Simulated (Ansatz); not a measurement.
Relax this structure to zero stress and force, keeping its symmetry:

```
Y C
1.0
     1.81242    1.04640    5.98800
    -1.81242    1.04640    5.98800
     0.00000   -2.09280    5.98800
Y C
2 1
Cartesian
  0.0000 0.0000 4.6335
  0.0000 0.0000 13.3305
  0.0000 0.0000 0.0000
```

These are results of DFT r2SCAN, scalar-relativistic, plane waves, PAW in Ansatz 0.2.0, not measurements.

Cutoff 500 eV; k points 15×15×15 on the computed 3-atom cell (Γ-centred); Gaussian smearing, width 0.10 eV; no spin polarisation.

Question: What does it relax to?

Answer: The volume rises by 0.45 Å³/atom to 23.16 Å³/atom, and the energy falls by 6.6 meV/atom. Final structure:
```yaml
crystal:
  lattice:
    - [1.80884, 1.04433, 6.13106]
    - [-1.80884, 1.04433, 6.13106]
    - [0.00000, -2.08867, 6.13106]
  atoms:
    - { symbol: Y, position: [0.26007, 0.26007, 0.26007] }
    - { symbol: Y, position: [0.73993, 0.73993, 0.73993] }
    - { symbol: C, position: [0.00000, 0.00000, 0.00000] }
```

Course of the relaxation (steps run on the plane waves of an earlier cell, and the basis is chosen afresh near the end, so energy and pressure can step there; trial steps that raised the energy were taken back; energies are free energies):

| step | E − E_final (meV/atom) | largest force component (eV/Å) | P (GPa) | V (Å³/atom) |
| --- | --- | --- | --- | --- |
| 1 | 6.6 | 0.335 | 0.40 | 22.71 |
| 2 | 98.3 | 1.953 | 2.03 | 24.49 |
| 3 | 0.4 | 0.079 | -0.22 | 23.28 |
| 4 | 0.2 | 0.011 | -0.24 | 23.23 |
| 5 | 0.1 | 0.004 | 0.01 | 23.16 |
| 6 | 0.0 | 0.004 | 0.01 | 23.16 |

Cost: 1 run of about 4.9 core-minutes, on Intel Xeon Platinum 8259CL (Skylake/Cascade Lake) (shared hosts).